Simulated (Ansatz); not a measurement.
Sb$_{2}$Se$_{3}$:
Space group Pnma (No. 62); a = 12.0956 Å, b = 3.9892 Å, c = 11.6379 Å, α = 90.00°, β = 90.00°, γ = 90.00°

| atom | site | symmetry | x | y | z |
|---|---|---|---|---|---|
| Sb | 4c | .m. | 0.0322 | 0.2500 | 0.3289 |
| Sb | 4c | .m. | 0.1435 | 0.7500 | 0.0379 |
| Se | 4c | .m. | 0.0525 | 0.2500 | 0.8718 |
| Se | 4c | .m. | 0.1278 | 0.7500 | 0.4459 |
| Se | 4c | .m. | 0.2093 | 0.2500 | 0.1929 |

Relaxed with r²SCAN+D4. The program Ansatz at the r²SCAN+D4 level (PAW) gives a gap of 1.14 eV.

**Question.** What gap does HSE06 give on the same cell (Ansatz, PAW)?

**Answer.** 1.42 eV, 0.28 eV more. The hybrid was solved on a coarser mesh and at special points; the gap given is the minimum over both.

```tsv
k	v1 r²SCAN+D4	c1 r²SCAN+D4	v1 HSE06	c1 HSE06
Γ	-0.08	1.39	[?]	[?]
X	-0.02	1.33	[?]	[?]
Z	-0.16	1.16	-0.19	1.44
U	-0.33	1.17	[?]	[?]
Y	-0.35	1.97	[?]	[?]
S	-0.50	2.13	-0.57	2.44
T	-0.66	1.73	-0.72	2.03
R	-0.88	1.95	-0.96	2.28
```

**Question.** Top valence (v1) and lowest conduction level (c1) in eV from each method's valence maximum (which need not be a listed point): supply the withheld HSE06 values.

**Answer.** 
- Γ, v1 HSE06: -0.06
- Γ, c1 HSE06: 1.68
- Y, v1 HSE06: -0.40
- Y, c1 HSE06: 2.32
- X, v1 HSE06: -0.03
- X, c1 HSE06: 1.63
- U, v1 HSE06: -0.38
- U, c1 HSE06: 1.46

Cost on shared cores: the r²SCAN+D4 run (SCF on a 3×7×3 mesh, then bands and DOS) about 50 core-minutes (a rough figure), the HSE06 run (SCF on 2×4×2, then a few points) roughly 40 core-minutes; the tasks are unlike.

The cell was relaxed with r²SCAN+D4 under the symmetry of its start. Scalar-relativistic: spin–orbit coupling is off unless named, which matters more the heavier the elements.

Potentials: the later of the program's two PAW sets.
